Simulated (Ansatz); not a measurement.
BN:
```xyz
4
Lattice="2.4988 0.0000 0.0000 -1.2494 2.1640 0.0000 0.0000 0.0000 6.6009" Properties=species:S:1:pos:R:3 pbc="T T T"
B      0.0000     1.4427     1.6502
B      1.2494     0.7213     4.9507
N      0.0000     1.4427     4.9507
N      1.2494     0.7213     1.6502
```

Cartesian axes are those of the cell as given.

Task: Give the high-frequency dielectric tensor and the Born effective charge tensors of the independent atoms from DFPT, r²SCAN+D4 in the plane-wave PAW code Ansatz.

Result: 
ε∞:
```
4.42  0.00  0.00
0.00  4.42  0.00
0.00  0.00  2.66
```
Z* of atom 1 (B), rows: field, columns: displacement, in e:
```
2.72  0.00  0.00
0.00  2.72  0.00
0.00  0.00  0.79
```
Z* of atom 3 (N), rows: field, columns: displacement, in e:
```
-2.72   0.00   0.00
 0.00  -2.72   0.00
 0.00   0.00  -0.79
```

Static charges for comparison (Bader): B1 +2.31, N3 -2.31 e. Born charges measure polarisation by displacement and can exceed these by far.

Space group P6_3/mmc. Symmetry was held in the r²SCAN+D4 relaxation.

Potentials: the later of the program's two PAW sets.
